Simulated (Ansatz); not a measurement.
## What moves the field gradients of TiO₂?

Cell of run 1: an entry of the Crystallography Open Database (COD), atoms as given.

Space group Pbca (No. 61); a = 5.1450, b = 9.1850, c = 5.4470 Å.

| site | Wyckoff | site symmetry | x | y | z |
| --- | --- | --- | --- | --- | --- |
| Ti | 8c | 1 | 0.1270 | 0.1270 | 0.8870 |
| O9 | 8c | 1 | 0.4650 | 0.2300 | 0.8950 |
| O17 | 8c | 1 | 0.8200 | 0.0100 | 0.8450 |

One atom of each set is listed.

Relaxed positions (PBE, cell held):

Ti (0.1386, 0.1290, 0.9056)
O9 (0.4646, 0.2299, 0.8912)
O17 (0.8160, 0.0098, 0.8506)

All runs are DFT with Ansatz 0.2.0 (plane waves and PAW, scalar-relativistic unless spin–orbit coupling is named, Γ-centred meshes, Fermi–Dirac smearing where given) in this cell.

Run 1: PBE, atoms as given; 420 eV, 5×3×4 k-points, smearing 0.02 eV.
Run 2: PBE, atoms relaxed; 420 eV, 5×3×4 k-points, smearing 0.02 eV.
Run 3: r2SCAN, at the relaxed atoms; 500 eV, 5×3×4 k-points, smearing 0.02 eV.

(1) What does each run give, and what moves the gradients most?

## Answers

(1) 

```
run  Ti V_zz (η)   O9 V_zz (η)  O17 V_zz (η)
  1  1.38 (0.19)   2.40 (0.73)   2.11 (0.47)
  2  1.96 (0.85)  -2.39 (0.84)   1.99 (0.86)
  3  1.93 (0.85)  -2.55 (0.76)   2.13 (0.96)
```

V_zz in 10²¹ V/m². Against run 1, the gradient tensors on these sites move by at most 2.11 in run 2 (Ti), 2.08 in run 3 (Ti). Taken one at a time, the positions of the atoms (as given or relaxed) move the tensors on these sites by up to 2.11 (largest principal value of the change, on Ti), the functional (r2SCAN with its higher cutoff) by 0.25 (O17). On some sites the largest principal value moves to another axis from run to run, and the sign of V_zz can flip with it.

In run 1 the atoms aren't at the calculated equilibrium (largest force 0.82 eV/Å). The cell isn't the equilibrium one in run 1 (calculated pressure 5 GPa), and the entry's cell may itself be off.
